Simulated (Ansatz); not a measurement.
One crystal and one scan (frozen-phonon scan) at two levels, r2SCAN (plane waves to 500 eV, PAW, scalar-relativistic; Ansatz, a first-principles code) and PBE (plane waves to 420 eV, PAW, scalar-relativistic; Ansatz), each from its own relaxed cell and on its own mesh. The cell shown is that of r2SCAN.

SiC (wurtzite)

```
CELL_PARAMETERS angstrom
      6.15095     0.00000     0.00000
     -1.53774     2.66344     0.00000
      0.00000     0.00000     5.04859
ATOMIC_POSITIONS crystal
  Si 0.33333 0.33333 0.00050
  Si 0.83333 0.33333 0.00050
  Si 0.16667 0.66667 0.50050
  Si 0.66667 0.66667 0.50050
  C  0.33333 0.33333 0.62470
  C  0.83333 0.33333 0.62470
  C  0.16667 0.66667 0.12470
  C  0.66667 0.66667 0.12470
```

A phonon eigenvector at M = (0.5, 0.0, 0.0) is frozen into this cell: atom i moves by Q times the vector below, so Q is the largest atomic displacement, in Å. The cell is held. (q is in reciprocal vectors of the primitive cell; the cell shown is doubled to hold the pattern.)

```tsv
atom	x	y	z
Si1	-0.860	-0.497	-0.117
Si2	0.860	0.497	0.117
Si3	0.860	0.497	-0.117
Si4	-0.860	-0.497	0.117
C5	-0.430	-0.248	0.422
C6	0.430	0.248	-0.422
C7	0.430	0.248	0.422
C8	-0.430	-0.248	-0.422
```

SiC was relaxed with its symmetry unable to fall. The PAW data are Ansatz's earlier set. Percentages come from the unrounded values. Both scans cover Q from -0.180 to 0.180 Å.

Results of r2SCAN:

| Item | Value |
|---|---|
| Lattice constant a (Å) | 3.075 |
| Lattice constant c (Å) | 5.049 |
| Relaxed volume (Å³/atom) | 10.34 |
| Band gap of the relaxed cell, no spin-orbit coupling (eV) | 2.65 |
| Energy at Q = 0.180 Å (meV/cell) | 2435 |
| Harmonic wavenumber from the curvature (finite differences) (cm⁻¹ (negative: imaginary)) | 564 |
| Space group of the distorted cell | Pmn2_1 (No. 31), lowered from P6_3mc |
| Symmetry of the curve | even: the same for both signs |
| Shape of the curve | a single well with its minimum at or next to zero displacement |

Estimate the PBE values.


```csv
quantity,PBE,r2SCAN − PBE
Lattice constant a (Å),3.092,-0.017 (-0.5 %)
Lattice constant c (Å),5.074,-0.025 (-0.5 %)
Relaxed volume (Å³/atom),10.50,-0.16 (-1.6 %)
"Band gap of the relaxed cell, no spin-orbit coupling (eV)",2.31,+0.34 (+15 %)
Energy at Q = 0.180 Å (meV/cell),2270,+165 (+7.3 %)
Harmonic wavenumber from the curvature (finite differences) (cm⁻¹ (negative: imaginary)),543,+21 (+3.9 %)
```

r2SCAN gives the higher value for: band gap of the relaxed cell, no spin-orbit coupling; energy at Q = 0.180 Å; harmonic wavenumber from the curvature. r2SCAN gives the lower value for: lattice constant a; lattice constant c; relaxed volume. Both give the same space group of the distorted cell: Pmn2_1 (No. 31), lowered from P6_3mc.

(For displaced atoms, the force is minus the slope of the energy, and its curvature is a force constant, which sets phonon frequencies.)
